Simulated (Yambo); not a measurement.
A G0W0@PBEsol run in Yambo for BP (wurtzite, space group P6_3mc, No. 186) under biaxial strain of -2 % along x and y, z relaxed (6×6×4 Γ-centred k mesh, 84 bands and a 8 Ry block in the screening, 84 bands in G with the Bruneval-Gonze terminator, plasmon pole fitted at 27.2 eV) gives these matrix elements, in eV, at the band edges (Γ → K):

```csv
state,E0,<Vxc>,<Σx>,<Σc(E0)>,Z
valence edge,0.000,-13.492,-15.118,0.987,0.799
conduction edge,0.525,-10.376,-6.173,-3.878,0.817
```

Problem. Solve the linearised quasiparticle equation for both states, give the gap, and say how exchange and correlation each act on it.

Solution. E = E0 + Z(Σx + Σc − Vxc). Valence: 0.000 + 0.799 × (-15.118 + (0.987) − (-13.492)) = -0.51 eV. Conduction: 0.525 + 0.817 × (-6.173 + (-3.878) − (-10.376)) = 0.79 eV. The gap is 1.30 eV, against 0.52 eV in PBEsol. Replacing Vxc by bare exchange alone would open it by 5.83 eV; correlation takes back 4.86 eV of that, and Z scales what is left. Convergence of the G0W0 settings was not tested. 

This is not the ordinary phase of the substance; no match was found in the copy of COD used, and its stability was not checked.
